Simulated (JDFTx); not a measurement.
Hf(1 0 -1 1) slab cut from bulk Hf (space group P6_3/mmc, indices of the conventional cell, lattice of the Materials Project entry mp-103, not re-optimised): 8 atoms in 8 planes, a 1x1 cell of 18.37 Å² (|a| = 3.192, |b| = 5.970 Å), 7.5 Å between the outermost planes, cell height 23.7 Å, 8×8×1 k mesh, Fermi smearing 0.01 Ha, no spin polarisation.

All numbers are PBE, GBRV ultrasoft potentials, plane waves to 20/100 Ha results from JDFTx (a modified build), not measurements. Liquid on both sides: CANDLE, water, 1 M NaF; nuclei fixed. 

Charging data:

```tsv
U − U_pzc (V)	σ (μC/cm²)
0.00	0.00
0.30	14.09
0.32	15.00
0.50	26.43
0.70	39.56
0.90	51.08
```

Working it through: a check of Lippmann's equation. The grand free energy per area against the neutral slab, Δγ = [F(N) − F(N₀) − μ(N − N₀)]/2A, is taken from the total energies of the same runs.

```csv
U − U_pzc (V),Δγ (mJ/m²)
0.00,0.0
0.30,-19.4
0.32,-21.6
0.50,-59.6
0.70,-125.7
0.90,-216.8
```

Δγ is largest at zero charge and falls away from it, as dγ/dU = −σ demands. At 0.90 V the computed -216.8 mJ/m² stands beside -229.8 mJ/m² from the constant-capacitance formula.
